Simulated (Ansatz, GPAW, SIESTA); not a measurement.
# SnTe3: 3 runs at one level of theory

```
CELL_PARAMETERS angstrom
0.00000 3.86122 3.86122
3.86122 0.00000 3.86122
3.86122 3.86122 0.00000
ATOMIC_POSITIONS crystal
Te 0.50000 0.50000 0.50000
Te 0.75000 0.75000 0.75000
Te 0.25000 0.25000 0.25000
Sn 0.00000 0.00000 0.00000
```

The cell comes from a database or a generator and needn't be the stable form of this composition.

Alike in all runs: task band structure; functional PBE; k mesh 6 × 6 × 6; occupations fermi-dirac, width 0.05 eV; no spin polarisation; no spin-orbit coupling. Pressure is positive in compression and, in plane waves, holds the error of the finite cutoff.

| program and potentials | plane-wave cutoff (eV) | notes | pressure (GPa) |
| --- | --- | --- | --- |
| Ansatz, all-electron LAPW, scalar-relativistic | - | - | 0.15 |
| GPAW, GPAW PAW data sets (gpaw-data 1.2.1) | 600 | 8 valence electrons an atom on average | -0.26 |
| SIESTA, files PseudoDojo sr-pbe-0.4.1-standard, DZP (energy shift 0.003 Ry; two zetas on semicore shells) | - | atomic basis; 15.5 valence electrons an atom on average | 1.39 |

The pressure spans -0.26 (GPAW, GPAW PAW data sets (gpaw-data 1.2.1)) to 1.39 GPa (SIESTA, files PseudoDojo sr-pbe-0.4.1-standard, DZP (energy shift 0.003 Ry; two zetas on semicore shells)), with all-electron results at 0.15. Rows in atomic bases carry the error of their basis and grid, which can be large.

Differences between rows come from potentials, basis sets and numerical settings, since the functional is the same but for its coding. Runs on potential files found faulty are left out.
